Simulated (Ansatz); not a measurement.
Given:

CuI:
```xyz
6
Lattice="4.4702 0.0000 0.0000 -2.2351 3.8713 0.0000 0.0000 0.0000 10.2268" Properties=species:S:1:pos:R:3 pbc="T T T"
Cu     1.3116     0.0000     3.4089
Cu    -0.6558     1.1358     6.8178
Cu     1.5793     2.7355     0.0000
I      2.4018     0.0000     8.5223
I     -1.2009     2.0800     1.7045
I      1.0342     1.7913     5.1134
```

This is the PBE-relaxed structure. Tensor components refer to the Cartesian frame of this cell.

Problem. All from PBE (plane waves, PAW; program Ansatz), unless another level is named. Predict the smallest direct gap on the standard path.

Solution. 1.68 eV.

Problem. Give the formation energy from the elements (no fitted shifts).

Solution. 0.011 eV/atom.

Problem. What about the hole effective mass?

Solution. 0.96, 1.4, 4.5 mₑ (principal values).

Problem. Next, the weight of the valence-edge state by species (Voronoi cells)?

Solution. Cu 61 %, I 39 %.

Problem. What about the valence-band maximum?

Solution. off the standard path, at k = (-0.099, 0.000, 0.344).

Space group P3_121. The start of the workflow was typed in or built on a structure type; neither database checked (COD, Materials Project) lists it. It is not the phase usual at ambient conditions (space group No. 216). Symmetry was held in the PBE relaxation; its stability against distortions is not shown here. The workflow began spin-polarised and lost its moments. The volume moved by 15 % from the start of the relaxation. The references are the lowest solids computed at this level, not always the standard phases. Spin–orbit coupling is left out wherever it is not named.

Potentials: the later of the program's two PAW sets.
